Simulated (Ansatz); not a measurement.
## Na: energy along a strain

Na, Im-3m, a = 4.235 Å (as given, not relaxed at this level: -0.9 GPa). Ansatz: LDA, PAW, 420 eV, Γ-centred 16×16×16 mesh on 1 atom, Gaussian smearing 0.15 eV; no spin polarisation. Cell vectors (Å): -2.118 2.118 2.118; 2.118 -2.118 2.118; 2.118 2.118 -2.118. The cell is strained by x per cent times the pattern (0 1 0 0 0 0) in the order xx yy zz yz xz xy (engineering shears), with fractional coordinates held. y is the free energy over the start, V0 = 37.978 Å³/atom.

| x (%) | y (meV/atom) |
| --- | --- |
| -2.00 | ? |
| -1.00 | -2.16 |
| 0.00 | 0.00 |
| 0.50 | 1.13 |
| 1.50 | 3.51 |
| 2.00 | 4.74 |

Fit y = c1 x + c2 x² + c3 x³ to the other rows, get the stiffness along the pattern, and predict the missing energy.

Least squares on the rows shown. y = 2.234 x + 0.07246 x² − 0.002094 x³. The clamped-ion stiffness p·C·p = 2 × 0.7246 eV × 160.2 / 37.978 Å³ = 6.1 GPa, which is C22 in these axes (C11 of the cubic crystal) (second derivative at the start, which stands under stress). At x = -2.00 the fit asked for gives -4.16 meV/atom. The run gave -4.15 meV/atom, so the fit is 0.01 meV/atom too low, a small miss on the scale of the series. The form still works here, 33 % of the fitted range beyond its end.